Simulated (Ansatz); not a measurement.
CdTe (zincblende), relaxed with r2SCAN, was run in Ansatz under altered settings. All numbers are computed, without spin polarisation but where a row says otherwise.

```yaml
crystal:
  lattice:
    - [0.00000, 3.27996, 3.27996]
    - [3.27996, 0.00000, 3.27996]
    - [3.27996, 3.27996, 0.00000]
  atoms:
    - { symbol: Cd, position: [0.00000, 0.00000, 0.00000] }
    - { symbol: Te, position: [0.25000, 0.25000, 0.25000] }
```

The base run's other keys:
```yaml
kpoints:
  mp_grid: { grid: [4, 4, 4] }
hamiltonian:
  xc: hse06
scf:
  occupations: { method: fixed }
  n_extra_bands: 4
```

It takes 12 iterations with 1411 plane waves at 420 eV and 8 k points, and leaves a mean stress of +0.24 GPa. The gap over this mesh is 1.527 eV. It ran on 4 threads of Arm Neoverse V1, with other jobs on the host.

Outcomes, with energy and stress as changes against the base:
```
                                  setting    outcome  ΔF (meV/atom)  Δ mean stress (GPa)  gap on the mesh (eV)  iterations  wall time
PBE hybrid, exx coeff -0.2, omega 0.1 1/Å    refused              –                    –                     –           –     0.01 s
   PBE hybrid, exx coeff 0.75, unscreened  converged              –                 -1.7                 5.550          19       11 s
        scf.exx.singularity: wigner_seitz  converged            0.0                  0.0                 1.527          12      8.4 s
                scf.exx.max_outer_iter: 2  converged            0.0                  0.0                 1.527          16       15 s
  hamiltonian.pseudopotentials: ultrasoft    refused              –                    –                     –           –     0.01 s
            scf.occupations: gaussian 1.5  converged            -30                 +0.4                 1.478          19       12 s
```
A dash marks a value that wasn't obtained or can't be compared. Stress is positive in compression. The base took 14 s.

- PBE hybrid, exx coeff -0.2, omega 0.1 1/Å. The program doesn't start. Error: invalid value for `hamiltonian.xc.exx.coeff`: must be finite and in (0, 1]; got -0.2
- PBE hybrid, exx coeff 0.75, unscreened. That is 75 % exact exchange, at all ranges, against HSE06's 25 % screened at 0.208 1/Å. The mean stress moves by -1.7 GPa and the gap on the mesh by +4.023 eV (to 5.550). Totals of different functionals aren't comparable.
- hamiltonian.pseudopotentials: ultrasoft. The input is refused before any iteration. Error: YAML parse error: line 13 column 29: unknown variant `uspp`, expected one of nc, nc_fr, paw, paw_fr, all_electron
- scf.occupations: gaussian 1.5. The free energy moves by -30 meV an atom, the mean stress by +0.4 GPa and the gap on the mesh by -0.049 eV (to 1.478). The term −TS is -137 meV an atom. A width of 1.5 eV moves electrons across a gap of 1.53 eV: this is no longer the ground state.

Within 1 meV an atom, 0.1 GPa and 0.005 eV of the base stay: scf.exx.singularity: wigner_seitz; scf.exx.max_outer_iter: 2.

Spin-orbit coupling is left out, which matters wherever the heavy atoms make up the band edges.

The program warns that its thresholds are loose for a hybrid's stress.

The meshes of the hybrids are coarse, so their gaps aren't converged to the digits shown.
